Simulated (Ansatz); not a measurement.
Data:

Si2W:
```
CELL_PARAMETERS angstrom
      0.00000     2.92660     2.92660
      2.92660     0.00000     2.92660
      2.92660     2.92660     0.00000
ATOMIC_POSITIONS crystal
  W  0.00000 0.00000 0.00000
  Si 0.25000 0.25000 0.25000
  Si 0.75000 0.75000 0.75000
```

This is the r²SCAN-relaxed structure.

All from the program Ansatz at the r²SCAN level (PAW), unless another level is named. Predict the electronic character.

metallic (no gap).

And the density of states at the Fermi level?

0.58 states/eV per atom (mean over ±0.08 eV).

Predict the formation energy from the elements (no fitted shifts).

0.60 eV/atom.

Space group Fm-3m (fluorite or antifluorite type). A made-up cell: these elements were put on the sites of a structure type; neither database checked (COD, Materials Project) lists it. It is not the phase usual at ambient conditions (space group No. 139). Symmetry was held in the r²SCAN relaxation. At this level the phase is mechanically unstable. No spin polarisation was allowed. The references are the lowest solids computed at this level, not always the standard phases. Spin–orbit coupling is left out wherever it is not named.

Potentials: the later of the program's two PAW sets.
